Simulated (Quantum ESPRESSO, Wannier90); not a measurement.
# Wannier functions of Rb$_{2}$Te (anti-fluorite)

```yaml
crystal:
  lattice:
    - [0.00000, 4.28111, 4.28111]
    - [4.28111, 0.00000, 4.28111]
    - [4.28111, 4.28111, 0.00000]
  atoms:
    - { symbol: Rb, position: [0.25000, 0.25000, 0.25000] }
    - { symbol: Rb, position: [0.75000, 0.75000, 0.75000] }
    - { symbol: Te, position: [0.00000, 0.00000, 0.00000] }
```

Materials Project entry mp-441; symmetrised, unrelaxed at this level. Not found in the COD (Crystallography Open Database) copy used; not checked further. Level: PBEsol, no spin polarisation, no spin-orbit coupling; pw.x of Quantum ESPRESSO at 66 Ry with PseudoDojo potentials, 6×6×6 k-points, Wannier90. Density: 6×6×6 mesh, cold smearing 0.01 Ry. Spin-orbit coupling is left out although heavy elements are present.

Functional, cutoff and mesh named above are those of the base row (6×6×6); the first column says what each row takes instead. Model: 4 functions from bands 14-17, start SCDM (isolated) (the valence bands). Energies are relative to the valence-band maximum; the misfit is to pw.x on a path, for all bands of the set. Only the mesh of Bloch states changes. Ω_total can sit in another minimum from row to row; Ω_I of an isolated set cannot. A star marks runs that hit the step limit.

| mesh | Ω_I (Å²) | Ω_total (Å²) | rms misfit (meV) | k-points (cost) | rough cost of nscf and overlaps (first row = 1) |
|---|---|---|---|---|---|
| 2×2×2 | 7.22 | 8.48 | 80 | 8 | 1.0 |
| 3×3×3 | 8.61 | 10.06 | 17 | 27 | 2.9 |
| 4×4×4 | (withheld) | 10.69 | 2.6 | 64 | 7 |
| 5×5×5 | 9.45 | 11.01* | 1.3 | 125 | 12 |
| 6×6×6 | 9.61 | 11.19* | 0.4 | 216 | 20 |
| 7×7×7 | 9.71 | 11.31 | 0.2 | 343 | 30 |

Q: Complete the blanks.

A: 
- 4×4×4, Ω_I (Å²): 9.17
